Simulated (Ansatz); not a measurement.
Consider the following.

GaO:
```
CELL_PARAMETERS angstrom
      3.07554     0.00000     0.00000
     -1.53777     2.66350     0.00000
      0.00000     0.00000    12.40293
ATOMIC_POSITIONS crystal
  Ga 0.33333 0.66667 0.15035
  Ga 0.66667 0.33333 0.65035
  Ga 0.66667 0.33333 0.84965
  Ga 0.33333 0.66667 0.34965
  O  0.33333 0.66667 0.59457
  O  0.66667 0.33333 0.09457
  O  0.66667 0.33333 0.40543
  O  0.33333 0.66667 0.90543
```

This is the r²SCAN+D4-relaxed structure. x, y and z are the axes in which the lattice vectors are written.

**Question.** All from plane-wave PAW r²SCAN+D4 (Ansatz code), unless another level is named. Estimate the Hill bulk and shear moduli.

**Answer.** 86.6 and 50.4 GPa.

**Question.** Give the elastic constants (relaxed ions, GPa).

**Answer.** C11 = 249, C12 = 106, C13 = 49.9, C33 = 66.6, C44 = 42.6.

Space group P6_3/mmc. The start of the workflow was typed in or built on a structure type; neither database checked (COD, Materials Project) lists it. Its standing as an ambient phase is unchecked. Symmetry was held in the r²SCAN+D4 relaxation; whether a distortion lowers the energy is not shown.

Potentials: the earlier of the program's two PAW sets.
